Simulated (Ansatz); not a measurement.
## E(M) for YSb (Fm-3m)

The geometry is a structure as deposited in COD (the entry's cell lengths or inner coordinates differ somewhat from later room-temperature determinations), held fixed and not relaxed.

Settings: LDA, 9×9×9 k mesh, Fermi–Dirac smearing of 0.05 eV. PAW means Ansatz 0.2.0 on its default frozen-core files; LAPW is all-electron LAPW in Ansatz 0.2.0. Site moments are integrated in spheres about the atoms, whose radii differ between the methods.

The reference run was typed so:

```yaml
crystal:
  lattice:
    - [0.0, 3.095, 3.095]
    - [3.095, 0.0, 3.095]
    - [3.095, 3.095, 0.0]
  atoms:
    - { symbol: "Y", position: [0.5, 0.5, 0.5], spin: 0.6 }
    - { symbol: Sb, position: [0.0, 0.0, 0.0] }
magnetization:
  spin_polarized: true
kpoints:
  mp_grid: { grid: [9, 9, 9] }
scf:
  occupations: { method: fermi_dirac, width: 0.05 }
  lower_state_search: "off"
hamiltonian:
  xc: lda
  pseudopotentials: { kind: paw }
output:
  forces: true
  stress: true
  eigenvalues: true
  populations: true
  dos: { projected: true, de: 0.1, e_range: [-8, 5] }
  write_density: true
  write_potential: true
  elf: true
  volumetric_format: npy
```

Command: `ansatz run input.yaml --threads 1 --pin off --max-ram 3072MiB --backend cpu --events-out ev --progress --plain --runs-dir out`

The input for «total moment held at 1.2 μB» by PAW differs from it in these lines, output keys apart:

```diff
-    - { symbol: "Y", position: [0.5, 0.5, 0.5], spin: 0.6 }
+    - { symbol: "Y", position: [0.5, 0.5, 0.5], spin: 1.2 }
+  initial_magnetization: 1.2
+  spin_locking: { lock_magnetization: hard }
```

The input for «total moment held at 0.9 μB» by LAPW differs from it in these lines, output keys apart:

```diff
-    - { symbol: "Y", position: [0.5, 0.5, 0.5], spin: 0.6 }
+    - { symbol: "Y", position: [0.5, 0.5, 0.5], spin: 0.9 }
+  initial_magnetization: 0.9
+  spin_locking: { lock_magnetization: hard }
-  pseudopotentials: { kind: paw }
+  pseudopotentials: { kind: all_electron, lapw: { basis_error: 0.001 } }
```

The total moment M of the cell is held by giving each spin its own Fermi level. Half their difference over μB is the field that would hold M, so μB·B = dF/dM. Energies count from each method's free run. The held moment starts spread evenly over Y1.

The free PAW run: The moments died out: the run ends unmagnetised.

```
M (μB/cell)  ΔF PAW (meV/cell)  ΔF LAPW (meV/cell)  B, PAW (T)  largest site moment, PAW (μB)  pressure, PAW (GPa)
       0.00                0.0                 0.0           –                           0.00                 -3.9
       0.20              +59.8                   –       +9352                           0.05                 -4.0
       0.40             +194.6              +194.6      +13477                           0.11                 -3.9
       0.60             +370.4              +370.4           ?                           0.16                 -3.9
       0.90             +698.2              +698.1      +20357                           0.24                 -3.5
       1.20            +1081.0                   –      +23759                           0.33                    ?
       1.60            +1669.8             +1669.8      +26675                           0.45                 -2.0
```

Question: What belongs in the row "0.60", column "B, PAW (T)"?

Answer: +16871.

Question: What belongs in the row "1.20", column "pressure, PAW (GPa)"?

Answer: -3.0.

Separate runs put a uniform field on the spins (g = 2):

```csv
field (T),M PAW (μB/cell),M LAPW (μB/cell)
200,0.005,0.005
1000,0.022,0.022
3000,0.059,0.059
```

The PAW files were made with PBE; the program remakes their cores once for the run's functional and then keeps them frozen. The Ansatz runs typed with the search for lower states off end where their start leads. Spin–orbit coupling is left out although heavy atoms are present. The magnetic state is the one that this cell and start allow. It needn't be the compound's measured order, which may need a larger cell or be absent.
